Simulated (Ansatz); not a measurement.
Si2Mo, DFT, PBEsol, PAW with Ansatz's default frozen-core files, scalar-relativistic (Ansatz 0.2.0), run on 1 thread of Arm Neoverse V2 on a shared host.

The geometry is COD entry 1010282, unchecked; take it as a test cell. It is an old determination, and later ones may differ. The listed cell was then made from it by scaling, straining or moving an atom.

Command: `ansatz run input.yaml --threads 1 --pin off --max-ram 4096MiB --backend cpu --events-out ev --progress --plain --runs-dir out`

```yaml
crystal:
  lattice:
    - [-1.6313805159, 1.6313805159, 4.0075881985]
    - [1.6313805159, -1.6313805159, 4.0075881985]
    - [1.6313805159, 1.6313805159, -4.0075881985]
  atoms:
    - { symbol: Si, position: [0.333, 0.333, 0.0] }
    - { symbol: Si, position: [0.667, 0.667, 0.0] }
    - { symbol: Mo, position: [0.0, 0.0, 0.0] }
kpoints:
  mp_grid: { grid: [16, 16, 16] }
scf:
  occupations: { method: fermi_dirac, width: 0.08 }
hamiltonian:
  xc: pbesol
  pseudopotentials: { kind: paw }
output:
  forces: true
  stress: true
  eigenvalues: true
  efg: { contact_densities: true }
```

**Question.** How large is the problem that the program sets up?

**Answer.** 349 irreducible k-points, 849 plane waves at Γ, 15 bands.

**Question.** About how long does it take, and how much memory does it use?

**Answer.** 11 s of wall time for 6 SCF iterations, with a peak of 0.49 GiB. Times on shared machines scatter by tens of per cent.

**Question.** And the same cell and mesh by all-electron PAW (datasets made for this crystal), asked for forces, stress, eigenvalues, efg, on the same hardware?

**Answer.** 25 s, peak memory 0.82 GiB.
